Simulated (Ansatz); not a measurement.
From the elastic tensor of BeCo at 15 GPa (stress–strain coefficients) to moduli and sound speeds

Method: DFT LDA, scalar-relativistic, plane waves, PAW (Ansatz 0.2.0). Settings: 420 eV plane-wave cutoff, Γ-centred 16×16×16 mesh, Gaussian smearing of 0.20 eV. No spin polarisation.

It takes space group Pm-3m (No. 221, cubic). The conventional cell has a = 2.489 Å, b = 2.489 Å, c = 2.489 Å, α = 90.00°, β = 90.00°, γ = 90.00°. Around Be (site symmetry m-3m) lie 8 Co at 2.16 Å. Co (site symmetry m-3m) has 8 Be at 2.16 Å as nearest neighbours.

In a metal, frequencies and elastic constants depend on the k mesh and the smearing, soft modes and shear constants most. Spin polarisation was left out, and a magnetic state may lie lower. Other phases may be more stable at this pressure.

Relaxed-ion constants (GPa, on the Cartesian axes of the calculation):
C11 = 455.0, C12 = 211.4, C13 = 211.4, C22 = 455.0, C23 = 211.4, C33 = 455.0, C44 = 197.2, C55 = 197.2, C66 = 197.2 GPa; the others vanish.

Density 7.315 g/cm³; 2 atoms in 15.42 Å³.

The values that follow are for a polycrystal of randomly turned grains, by Hill's mean where one number stands.

- Bulk modulus, Voigt / Reuss / Hill: 292.6 / 292.6 / 292.6 GPa
- Shear modulus, Voigt / Reuss / Hill: 167.0 / 158.0 / 162.5 GPa
- Young's modulus: 411 GPa
- Poisson ratio: 0.266
- Pugh ratio B/G: 1.80
- Universal anisotropy index: 0.28
- Longitudinal and transverse sound speeds: 8344 and 4714 m/s
- Debye temperature from the mean sound speed: 790 K

Cost: 1 run of about 1 core-minutes, on Arm Neoverse V1 (shared hosts).